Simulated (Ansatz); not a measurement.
# Ga, diamond: geometry optimisation

The calculation used DFT, r2SCAN, plane waves (500 eV) with PAW, scalar-relativistic (Ansatz 0.2.0). (PAW data from PBE, frozen cores regenerated.)

k-point mesh 9×9×9, Fermi-Dirac smearing 0.1 eV, no spin polarisation. Cell and atoms relax.

Starting structure:

```yaml
crystal:
  lattice:
    - [0.0, 2.9796103622, 2.9796103622]
    - [2.9796103622, 0.0, 2.9796103622]
    - [2.9796103622, 2.9796103622, 0.0]
  atoms:
    - { symbol: Ga, position: [0.125, 0.125, 0.125] }
    - { symbol: Ga, position: [0.875, 0.875, 0.875] }
hamiltonian:
  xc: r2scan
  pseudopotentials:
    kind: paw
    azcp:
      Ga: "pseudopotentials/Ga.paw.azcp"
basis:
  ecutwfc: 500
  fft_grid_basis: typed
kpoints:
  mp_grid: { grid: [9, 9, 9], shift: [0, 0, 0] }
magnetization:
  spin_polarized: false
scf:
  occupations: { method: fermi_dirac, width: 0.1 }
relax:
  max_steps: 60
  f_tol: 0.01
  cell: {}
```

**Question.** What cell does the relaxation end in?

**Answer.** Fd-3m with a = 5.777 Å; 24.10 Å³ per atom against 26.45 at the start (-8.9 %).

**Question.** How much energy does the relaxation gain?

**Answer.** 26.7 meV per atom.

Path of the relaxation (the plane waves are chosen anew near the end, which can shift the energy a little):

```
step  E − E(final) (meV/atom)  V (Å³/atom)  P (GPa)  max force (eV/Å)
   0                    26.67       26.453    -3.30             0.000
   1                     2.04       24.758    -1.12             0.000
   2                    -0.52       23.969     0.23             0.000
   3                    -0.56       24.101    -0.01             0.000
   4                     0.00       24.101    -0.04             0.000
```
